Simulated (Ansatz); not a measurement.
AgI (wurtzite), relaxed and computed with several functionals in Ansatz (plane waves, PAW).

```tsv
functional	a (Å)	c (Å)	V (Å³/atom)	gap (eV)	B₀ by P(V) fit (GPa)
HSE06	4.681	7.646	36.27	2.53	25.8
LDA	4.485	7.342	31.97	1.09	41.1
PBE	4.685	7.662	36.42	1.37	25.9
```

All cells were relaxed under the symmetry of their starts (and spin orders); stability against distortions was not tested throughout. Rows with no word on spin ran without spin polarisation. Scalar-relativistic: spin–orbit coupling is off unless named, which matters more the heavier the elements.

Potentials: the later of the program's two PAW sets.

Ansatz (a first-principles code) is a plane-wave DFT program.
